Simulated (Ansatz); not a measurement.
Crystals of one structure type (zinc blende) and one family of elements, relaxed and computed with LDA in the plane-wave PAW code Ansatz.

```
crystal  V (Å³/atom)  B₀ by P(V) fit (GPa)
-------  -----------  --------------------
ZnS            18.58                  86.5
ZnSe           21.57                  71.6
CdS            23.84                  68.0
CdSe           27.10                     ?
```

### Question
Fit a straight line to ln B₀ against ln V and predict the withheld value.

### Answer
Least squares on the 3 shown rows: ln B₀ = -0.99 × ln V + (7.341), with a scatter of 2 %. For CdSe this gives 58.8. The run itself gave 57.9, within the scatter.

All cells were relaxed under the symmetry of their starts (and spin orders); stability against distortions was not tested throughout. Scalar-relativistic: spin–orbit coupling is off unless named, which matters more the heavier the elements.

Potentials: the later of the program's two PAW sets.
